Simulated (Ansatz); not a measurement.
Cs₂Pt₃Se₄:
```yaml
crystal:
  lattice:
    - [0.00000, 5.71259, 7.05806]
    - [3.33933, 0.00000, 7.05806]
    - [3.33933, 5.71259, 0.00000]
  atoms:
    - { symbol: Cs, position: [0.64716, 0.64716, 0.35284] }
    - { symbol: Cs, position: [0.35284, 0.35284, 0.64716] }
    - { symbol: Pt, position: [0.50000, 0.50000, 0.00000] }
    - { symbol: Pt, position: [0.00000, 0.00000, 0.50000] }
    - { symbol: Pt, position: [0.00000, 0.00000, 0.00000] }
    - { symbol: Se, position: [0.05645, 0.72136, 0.27864] }
    - { symbol: Se, position: [0.94355, 0.27864, 0.72136] }
    - { symbol: Se, position: [0.72136, 0.05645, 0.94355] }
    - { symbol: Se, position: [0.27864, 0.94355, 0.05645] }
```

Relaxed with r²SCAN. Special points in fractions of this cell's reciprocal vectors: Γ (0.000, 0.000, 0.000); Y (0.500, 0.000, 0.500); T (1.000, 0.500, 0.500); Z (0.500, 0.500, 0.000); Σ0 (0.000, 0.391, 0.391); U0 (1.000, 0.609, 0.609); C0 (0.500, 0.221, 0.721); A0 (0.500, 0.779, 0.279); L (0.500, 0.500, 0.500).

List the band energies nearest the valence-band maximum at these points for r²SCAN in the plane-wave PAW code Ansatz.

In eV from the valence-band maximum; about four levels below and three above (degenerate sets whole), none deeper than 8.9 eV; points with the same levels are listed once.

| k | below | above |
|---|---|---|
| Γ | -1.00 -0.87 -0.38 -0.34 | 2.13 2.20 3.11 |
| Y | -1.09 -0.62 -0.38 -0.32 | 1.83 2.22 2.36 |
| T | -0.86 -0.63 -0.44 0.00 | 1.66 1.98 2.07 |
| Z | -1.70 -0.87 -0.43 -0.33 | 2.20 2.29 2.92 |
| Σ0 | -0.88 -0.53 -0.34 -0.09 | 1.71 2.00 2.08 |
| C0 | -1.10 -0.51 -0.35 -0.31 | 1.65 2.00 2.78 |
| L | -1.02 -0.52 -0.44 -0.23 | 1.79 1.87 2.18 |

Space group Fmmm. The first step of the workflow began from a Materials Project structure, measured or hypothetical; the Crystallography Open Database copy checked does not list it. Whether it is the stable phase at ambient conditions was not checked. Symmetry was held in the r²SCAN relaxation; its stability against distortions is not shown here. The run is not spin-polarised. Spin–orbit coupling is left out wherever it is not named.

Potentials: the later of the program's two PAW sets.
